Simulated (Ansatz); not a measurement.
## Magnetic states of K2NiF4

```yaml
crystal:
  lattice:
    - [-4.00600, 4.00600, 13.07600]
    - [2.00300, -2.00300, 6.53800]
    - [2.00300, 2.00300, -6.53800]
  atoms:
    - { symbol: K, position: [0.17600, 0.35200, 0.00000] }
    - { symbol: K, position: [0.32400, 0.64800, 0.00000] }
    - { symbol: Ni, position: [0.00000, 0.00000, 0.00000] }
    - { symbol: F, position: [0.07550, 0.15100, 0.00000] }
    - { symbol: F, position: [0.42450, 0.84900, 0.00000] }
    - { symbol: F, position: [0.00000, 0.50000, 0.50000] }
    - { symbol: F, position: [0.25000, 0.00000, 0.50000] }
    - { symbol: K, position: [0.67600, 0.35200, 0.00000] }
    - { symbol: K, position: [0.82400, 0.64800, 0.00000] }
    - { symbol: Ni, position: [0.50000, 0.00000, 0.00000] }
    - { symbol: F, position: [0.57550, 0.15100, 0.00000] }
    - { symbol: F, position: [0.92450, 0.84900, 0.00000] }
    - { symbol: F, position: [0.50000, 0.50000, 0.50000] }
    - { symbol: F, position: [0.75000, 0.00000, 0.50000] }
```

Computed with plane-wave PAW DFT (Ansatz 0.2.0): r2SCAN with U_eff = 2.5 eV on Ni d (all-electron-ortho-atomic projectors), 500 eV cutoff, 4×8×8 Γ-centred mesh, fermi-dirac occupations of width 0.050 eV. The atoms are fixed and numbered as listed; spin is collinear, without spin-orbit coupling.

Different starts of the self-consistent cycle ended in different solutions. Their moments in μB:

```tsv
state	Ni3	Ni10	other atoms together	size of the net moment a cell
A	1.74	-1.74	0.00	0.00
B	0.00	0.00	0.00	0.00
C	1.75	1.75	0.35	4.00
```

Site moments are taken in small spheres that don't touch (radius about 0.4 of the atom's shortest bond), so those of the magnetic atoms read low, and they needn't add up to the net moment. State B was run without spin polarisation.

Q: Which state has the lowest energy at zero smearing, and how far up are the others?

A: State A (antiparallel, compensated) is lowest; C (parallel moments) lies 3.7 meV above it, B (without moments) lies 349 meV above it, all counted an atom of the cell.

Q: Which states have a gap on the mesh, and what pressure does each exert on this cell?

A: A: gap 4.61 eV, 0.5 GPa; B: no gap, -1.3 GPa; C: gap 4.19 eV, 0.6 GPa (positive in compression).

Q: What do states C and A say about the exchange?

A: Between C and A the moments keep their size (1.75 against 1.74 μB in the mean), so the difference mostly measures the exchange between the flipped sites: the antiparallel order gains 26 meV for each Ni atom. The nearest flipped pair stands 4.01 Å apart. Flipped pairs are linked through F; the widest Ni–F–Ni angle among the nearer links is 180°, at 4.01 Å between the metal atoms. A nearly straight link favours antiparallel spins by superexchange as a rule of thumb, which fits.

Q: What does magnetism gain here?

A: 349 meV an atom of the cell, or 2445 meV for each Ni atom, against state B, which has none. A run without spin would miss this and give wrong energies and forces. That state isn't the paramagnet, which keeps its moments, so this is no ordering energy, and a U raises it further by its penalty on part-filled orbitals.

The cell is that of a Crystallography Open Database entry, unchanged but doubled along one cell vector so that moments can oppose.

Caveats: only orders that fit this cell and collinear spins were tried, so the true order may need a larger cell or canted moments; atoms and cell are not relaxed, and each state would relax in its own way; the U is a value in common use, not computed for this crystal; the k mesh is coarse, so differences of a few meV are uncertain where a state is a metal; one start a pattern, so a lower state of the same pattern may exist.
